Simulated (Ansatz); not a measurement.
## Data sheet: AlP (DFT)

AlP:
```xyz
6
Lattice="3.8505 0.0000 0.0000 -1.9253 3.3347 0.0000 0.0000 0.0000 8.6894" Properties=species:S:1:pos:R:3 pbc="T T T"
Al     1.9253     0.0000     4.3447
Al    -0.9626     1.6673     1.4482
Al     0.9626     1.6673     7.2411
P      1.9253     0.0000     0.0000
P     -0.9626     1.6673     5.7929
P      0.9626     1.6673     2.8965
```

Space group P6_222 (No. 180); conventional cell a = 3.851 Å, b = 3.851 Å, c = 8.689 Å, α = 90.00°, β = 90.00°, γ = 120.00°.

Method: the program Ansatz at the PBE level (PAW). The cell and atoms are relaxed at this level. Other levels are named where they apply.

**Cell and energy**

```yaml
volume_per_atom: 18.60 Å³
density: 2.59 g/cm³
Formation energy from the elements (no fitted shifts): -0.42 eV/atom
```

**Electronic structure**

```yaml
band_gap: 0.95 eV (indirect)
valence_band_maximum: at Γ
conduction_band_minimum: at M (3 equivalent valleys)
smallest_direct_gap_on_the_standard_path: 2.03 eV
electron_effective_mass: 0.15, 0.41, 1.4 mₑ (principal values)
hole_effective_mass: 0.15, 7.6, 7.6 mₑ (principal values)
```

**Mechanics**

```yaml
Bulk modulus (Birch–Murnaghan fit): 90.3 GPa
Pressure derivative B′: 4.2
```

The start of the workflow was typed in or built on a structure type; neither database checked (COD, Materials Project) lists it. It is not the phase usual at ambient conditions (space group No. 216). The PBE relaxation kept the symmetry of its start; its stability against distortions is not shown here. The references are the lowest solids computed at this level, not always the standard phases.

Potentials: the earlier of the program's two PAW sets.
